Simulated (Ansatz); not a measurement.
Theory: DFT, r2SCAN, plane waves (500 eV) with PAW, scalar-relativistic in Ansatz. The PAW files were generated under PBE, with cores re-solved for the functional.

An element in the omega (AlB2-type) structure gives this curve. The cell is scaled uniformly from the relaxed one, with fractional coordinates and shape fixed. Energies are extrapolated to zero smearing, pressures are those at the given smearing. Magnetic state: spin not included.

| V (Å³/atom) | E − E₀ (meV/atom) | P (GPa) |
| --- | --- | --- |
| 83.815 | 13.1 | 0.42 |
| 87.625 | 5.3 | 0.25 |
| 91.435 | 1.2 | 0.12 |
| 95.244 | 0.0 | 0.00 |
| 99.054 | 1.3 | -0.09 |
| 102.864 | 4.7 | -0.17 |
| 106.674 | 9.8 | -0.24 |

Q: Which element is it?
A. caesium
B. barium
C. strontium
D. rubidium

A: D. Its fit is V₀ = 94.99 Å³/atom, B₀ = 2.6 GPa, B₀′ = 3.7.
